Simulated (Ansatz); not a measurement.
Cd:
```
Cd
1.0
    0.00000     2.21596     2.21596
    2.21596     0.00000     2.21596
    2.21596     2.21596     0.00000
Cd
1
Direct
  0.00000   0.00000   0.00000
```

Relaxed with r²SCAN. Special points in fractions of this cell's reciprocal vectors: Γ (0.000, 0.000, 0.000); X (0.500, 0.000, 0.500); U (0.625, 0.250, 0.625); K (0.375, 0.375, 0.750); L (0.500, 0.500, 0.500); W (0.500, 0.250, 0.750).

**Question.** List the band energies nearest the Fermi level at these points for r²SCAN (plane waves, PAW; program Ansatz).

**Answer.** In eV from the Fermi level; about four levels below and three above (degenerate sets whole), none deeper than 8.9 eV; … stands for higher levels left out; points with the same levels are listed once.

```json
[
 {"k": "Γ", "below": "–", "above": "13.60 …"},
 {"k": "X", "below": "-8.83 -8.71 -8.71 -0.93", "above": "1.55 …"},
 {"k": "U", "below": "-8.83", "above": "0.72 1.21 …"},
 {"k": "L", "below": "-8.81 -8.81 -2.45 -1.35", "above": "…"},
 {"k": "W", "below": "-8.71", "above": "2.09 2.09 …"}
]
```

Space group Fm-3m (fcc (Cu type)). The cell is a constructed one: a structure type filled with these elements; the Crystallography Open Database copy checked does not list it. It is not the phase usual at ambient conditions (space group No. 194). Symmetry was held in the r²SCAN relaxation. At this level the phase is mechanically unstable. Spin–orbit coupling is left out wherever it is not named.

Potentials: the later of the program's two PAW sets.
